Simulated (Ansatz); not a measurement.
Ca₃PbO (anti-perovskite)

```
CELL_PARAMETERS angstrom
      9.45629     0.00000     0.00000
      0.00000     4.72814     0.00000
      0.00000     0.00000     4.72814
ATOMIC_POSITIONS crystal
  Ca 0.25000 0.00000 0.50000
  Ca 0.75000 0.00000 0.50000
  Ca 0.00000 0.50000 0.50000
  Ca 0.50000 0.50000 0.50000
  Ca 0.25000 0.50000 0.00000
  Ca 0.75000 0.50000 0.00000
  Pb 0.00000 0.00000 0.00000
  Pb 0.50000 0.00000 0.00000
  O  0.25000 0.50000 0.50000
  O  0.75000 0.50000 0.50000
```

The atoms are displaced by Q × the pattern below (from a DFPT mode at X = (0.5, 0.0, 0.0), largest move 1; Q in Å), at fixed cell. It is one choice among 2 degenerate patterns. (q is in reciprocal vectors of the primitive cell; the cell shown is doubled to hold the pattern.)

| atom | x | y | z |
|---|---|---|---|
| Ca1 | 0.000 | 0.000 | 1.000 |
| Ca2 | 0.000 | 0.000 | -1.000 |
| Ca5 | 0.000 | 0.000 | 0.590 |
| Ca6 | 0.000 | 0.000 | -0.590 |
| O9 | 0.000 | 0.000 | 0.449 |
| O10 | 0.000 | 0.000 | -0.449 |

Atoms not listed stay in place.

Method: LDA (plane waves to 420 eV, PAW, scalar-relativistic; Ansatz, a quantum-chemistry and plane-wave program). k mesh 5×10×10 (Γ-centred), Fermi-Dirac smearing 0.05 eV. The energy includes the smearing's −TS. With partly filled bands, energies and forces of such displacements shift with the k mesh and the smearing. At this level the bands of Ca3PbO touch or barely overlap. Ca3PbO was relaxed with its symmetry unable to fall. Spin-orbit coupling is left out, though Pb is heavy. The zero of ΔE is the undisplaced structure. The last digit holds for this mesh only.

| Q (Å) | ΔE (meV/cell) |
|---|---|
| -0.1000 | withheld |
| -0.0833 | 20.26 |
| -0.0667 | 12.96 |
| -0.0500 | 7.28 |
| -0.0333 | 3.24 |
| -0.0167 | 0.81 |
| 0.0000 | 0.00 |
| 0.0167 | 0.81 |
| 0.0333 | 3.24 |
| 0.0500 | 7.28 |
| 0.0667 | 12.96 |
| 0.0833 | 20.26 |
| 0.1000 | withheld |

Fit an even polynomial form (powers 2, 4) to the given rows and predict ΔE at Q = 0.1000.

Least squares on the 11 given rows: ΔE = (2907)·Q² + (1719)·Q⁴, in meV/cell with Q in Å; root-mean-square residual 0.007 meV/cell. At 0.1000 the fit gives 29.24 meV/cell; the calculation gives 29.21 meV/cell, so the extrapolation is off by 0.03 (+0.1 %). The quadratic term alone would give 29.07 meV/cell.

(For displaced atoms, the force is minus the slope of the energy, and its curvature is a force constant, which sets phonon frequencies.)
